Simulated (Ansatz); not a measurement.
NbSiAs:
```xyz
6
Lattice="3.5029 0.0000 0.0000 0.0000 3.5029 0.0000 0.0000 0.0000 7.9212" Properties=species:S:1:pos:R:3 pbc="T T T"
As     1.7515     0.0000     4.8580
As     0.0000     1.7515     3.0632
Si     0.0000     0.0000     0.0000
Si     1.7515     1.7515     0.0000
Nb     1.7515     0.0000     2.0138
Nb     0.0000     1.7515     5.9074
```

Relaxed with r²SCAN.

Problem. Which orbitals make up the states near the Fermi level in r²SCAN in the plane-wave PAW code Ansatz?

Solution. Within 0.5 eV of the Fermi level: Nb 4d 60 %, As 4p 21 %, Si 3p 9 %. Projections are on Löwdin-orthogonalised atomic valence shells; empty p or d shells of many metals are not among them.

Problem. Tabulate the density of states.

Solution. States/eV per cell of 6 atoms, in 0.25 eV bins, energy from the Fermi level.

```
E (eV)  total  Nb 4d  As 4p  Si 3p
------  -----  -----  -----  -----
-7.85    0.62   0.12   0.01   0.18
-7.60    0.48   0.10   0.01   0.17
-7.35    0.43   0.09   0.01   0.16
-7.10    0.38   0.08   0.01   0.14
-6.85    0.51   0.11   0.03   0.23
-6.60    0.80   0.17   0.11   0.36
-6.35    1.62   0.33   0.46   0.55
-6.10    2.16   0.45   0.81   0.56
-5.85    4.12   0.87   2.04   0.66
-5.60    3.56   0.76   1.63   0.63
-5.35    1.98   0.45   0.81   0.41
-5.10    1.87   0.45   0.69   0.44
-4.85    2.26   0.59   0.84   0.52
-4.60    2.44   0.62   0.96   0.55
-4.35    2.38   0.61   0.74   0.70
-4.10    2.44   0.67   0.72   0.75
-3.85    2.83   0.84   0.89   0.80
-3.60    3.93   1.28   1.13   1.16
-3.35    4.32   1.58   1.32   1.04
-3.10    4.05   1.66   1.23   0.89
-2.85    6.82   3.09   2.21   1.22
-2.60    8.47   3.42   2.87   1.84
-2.35    6.85   3.21   2.03   1.36
-2.10    4.04   2.11   1.06   0.71
-1.85    3.05   1.61   0.82   0.49
-1.60    2.38   1.28   0.60   0.38
-1.35    1.97   1.10   0.46   0.29
-1.10    1.72   1.01   0.37   0.23
-0.85    1.70   1.07   0.32   0.19
-0.60    1.52   1.01   0.26   0.13
-0.35    1.36   0.97   0.19   0.08
-0.10    1.13   0.77   0.19   0.06
0.15     1.34   0.66   0.37   0.15
0.40     1.56   0.80   0.38   0.18
0.65     1.56   0.81   0.35   0.20
0.90     1.93   1.09   0.29   0.28
1.15     2.87   1.81   0.32   0.32
1.40     4.08   2.50   0.58   0.45
1.65     4.34   2.58   0.83   0.37
1.90     4.89   2.94   0.72   0.59
2.15     5.22   3.29   0.59   0.60
2.40     4.70   3.13   0.47   0.46
2.65     4.81   2.51   0.68   0.72
2.90     5.08   2.65   0.59   0.52
3.15     3.70   1.75   0.56   0.35
3.40     3.09   1.29   0.62   0.35
3.65     2.33   0.95   0.53   0.28
3.90     2.36   0.93   0.64   0.30
4.15     4.64   1.94   1.39   0.42
4.40     4.64   1.81   1.39   0.56
```

Space group P4/nmm. The workflow started from an entry of the Crystallography Open Database (COD). Its standing as an ambient phase is unchecked. The r²SCAN relaxation kept the symmetry of its start; whether a distortion lowers the energy is not shown. The run is not spin-polarised. Scalar-relativistic: spin–orbit coupling is off unless named, which matters more the heavier the elements.

Potentials: the later of the program's two PAW sets.
